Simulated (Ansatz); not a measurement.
The calculation used DFT PBE, scalar-relativistic, plane waves, PAW (Ansatz 0.2.0). Settings: cutoff 420 eV, Γ-centred meshes spaced at most about 0.3 Å⁻¹, and about 0.25 Å⁻¹ or finer for metals (2π included), Gaussian smearing. No spin polarisation in the final relaxations.

These are static total energies at zero pressure. All come from trial cells, and lower structures may exist.

Question: These unrelaxed guesses for Nb₂Te₆Mo are each relaxed within their symmetry. Order them by the energy at which they end, lowest first.
A.

```cif
data_structure
_symmetry_space_group_name_H-M 'R-3:H'
_symmetry_Int_Tables_number 148
_cell_length_a 6.4498
_cell_length_b 6.4498
_cell_length_c 21.4638
_cell_angle_alpha 90.000
_cell_angle_beta 90.000
_cell_angle_gamma 120.000
_cell_volume 773.26
loop_
_atom_site_label
_atom_site_type_symbol
_atom_site_symmetry_multiplicity
_atom_site_Wyckoff_symbol
_atom_site_fract_x
_atom_site_fract_y
_atom_site_fract_z
_atom_site_occupancy
Nb1 Nb 6 c 0.66667 0.33333 0.16667 1
Te1 Te 18 f 0.66667 0.00000 0.25146 1
Mo1 Mo 3 b 0.33333 0.66667 0.16667 1
```

B.

```cif
data_structure
_symmetry_space_group_name_H-M 'P-62m'
_symmetry_Int_Tables_number 189
_cell_length_a 4.7137
_cell_length_b 4.7137
_cell_length_c 13.3954
_cell_angle_alpha 90.000
_cell_angle_beta 90.000
_cell_angle_gamma 120.000
_cell_volume 257.75
loop_
_atom_site_label
_atom_site_type_symbol
_atom_site_symmetry_multiplicity
_atom_site_Wyckoff_symbol
_atom_site_fract_x
_atom_site_fract_y
_atom_site_fract_z
_atom_site_occupancy
Nb1 Nb 2 c 0.33333 0.66667 0.00000 1
Te1 Te 6 i 0.33333 0.00000 0.89786 1
Mo1 Mo 1 a 0.00000 0.00000 0.00000 1
```

C.

```cif
data_structure
_symmetry_space_group_name_H-M 'P-3m1'
_symmetry_Int_Tables_number 164
_cell_length_a 3.7238
_cell_length_b 3.7238
_cell_length_c 21.4638
_cell_angle_alpha 90.000
_cell_angle_beta 90.000
_cell_angle_gamma 120.000
_cell_volume 257.75
loop_
_atom_site_label
_atom_site_type_symbol
_atom_site_symmetry_multiplicity
_atom_site_Wyckoff_symbol
_atom_site_fract_x
_atom_site_fract_y
_atom_site_fract_z
_atom_site_occupancy
Nb1 Nb 2 c 0.00000 0.00000 0.33333 1
Te1 Te 2 d 0.66667 0.33333 0.24854 1
Te2 Te 2 d 0.66667 0.33333 0.58188 1
Te3 Te 2 d 0.66667 0.33333 0.91521 1
Mo1 Mo 1 a 0.00000 0.00000 0.00000 1
```

Answer: B (ends in P-62m, 0 meV/atom), A (ends in R-3, 40 meV/atom), C (ends in P-3m1, 58 meV/atom).

Weakly bound directions are ill-defined at this level, which has no dispersion term (P-62m, R-3, P-3m1), and this can change margins and order among such cells. These runs have no spin–orbit coupling, which can matter for Te. A magnetic state wasn't ruled out in cells without spin, among them P-62m. Cells relaxed within their symmetry can be saddle points. Some types were kept out of the candidates beforehand, so the set may lack a known form.
